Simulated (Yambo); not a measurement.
BSE-type run in Yambo on NaCoO2 (space group R-3m, No. 166) under isotropic strain of -0.7 % on all lattice vectors, at zero momentum.

Quantum ESPRESSO step (PBEsol, PseudoDojo standard norm-conserving files, scalar-relativistic):
```
&CONTROL
  calculation = 'nscf'
  pseudo_dir = './pseudo'
  outdir = './out'
/
&SYSTEM
  ibrav = 0
  nat = 4
  ntyp = 3
  ecutwfc = 96.0
  ecutrho = 384.0
  occupations = 'fixed'
  force_symmorphic = .true.
  nbnd = 36
/
&ELECTRONS
  conv_thr = 4e-09
  diago_full_acc = .true.
  diago_thr_init = 1e-08
/
ATOMIC_SPECIES
O 15.9990 O.upf
Na 22.9898 Na.upf
Co 58.9332 Co.upf
CELL_PARAMETERS angstrom
  1.434365566231   0.828131345780   5.079870485893
 -1.434365566231   0.828131345780   5.079870485893
 -0.000000000000  -1.656262691560   5.079870485893
ATOMIC_POSITIONS crystal
O   0.229586687100   0.229586687100   0.229586687100
O   0.770413312900   0.770413312900   0.770413312900
Na  -0.000000000000   0.000000000000   0.000000000000
Co   0.500000000000   0.500000000000   0.500000000000
K_POINTS automatic
8 8 8 0 0 0
```

Yambo input:
```
rim_cut
optics
bse
bss
dipoles
em1s
RandQpts= 1000000
RandGvec= 1 Ry
FFTGvecs= 40 Ry
Chimod= "HARTREE"
BSKmod= "SEX"
BSEmod= "resonant"
BSSmod= "hs"
BSENGexx= 15 Ry
BSENGBlk= 4 Ry
% KfnQP_E
 0.997 | 1.0 | 1.0 |
%
% BSEQptR
 1 | 1 |
%
% BSEBands
 14 | 22 |
%
% BEnRange
 0.0 | 8.2 | eV
%
% BDmRange
 0.15 | 0.15 | eV
%
BEnSteps= 164
% BLongDir
 1.0 | 0.0 | 0.0 |
%
BSHayTrs= -0.02
BSSNEig= 24
WRbsWF
% BndsRnXs
 6 | 32 |
%
NGsBlkXs= 4 Ry
% LongDrXs
 1.0 | 1.0 | 1.0 |
%
```

From the report:

The dimension is k points × valence × conduction bands = 512 × 6 × 3 = 9216.
```
   [SLEPC] Approach                          : Krylov-Schur
   [SLEPC] Number of requested eigenvalues   :  24
   [SLEPC] Number of eigenvalues        [NEV]:  24
    [K] Dimension                                    :   9216
    [K] Bands                                        :  14  22
    [K] Exchange res                                 : yes
    [K] Correlation res                              : yes
    [K] W interaction is bare                        : no
    [K] RL vectors exchange                          :  245
    [K] RL vectors correlation                       :   37
    [W] Matrix size                                  :   37
    [W] Bands                                        :    6   32
    [W] Coulomb Cutoff                               : none
    [W] Hxc Kernel                                   : HARTREE
```
Lowest eigenvalues (eV; in brackets the number of states within 2 meV): 1.03 (2), 1.10 (1), 1.56 (1), 1.57 (2), 1.60 (1), 1.64 (2). They depend on the mesh, which isn't converged, and on the G0W0 scissor.

Geometry strained from the cell relaxed with PBEsol, atoms relaxed again.

The structure is a Materials Project entry; no match was found in the copy of COD used, and its stability was not checked.

The runs are not spin-polarised; magnetic order was not tried.
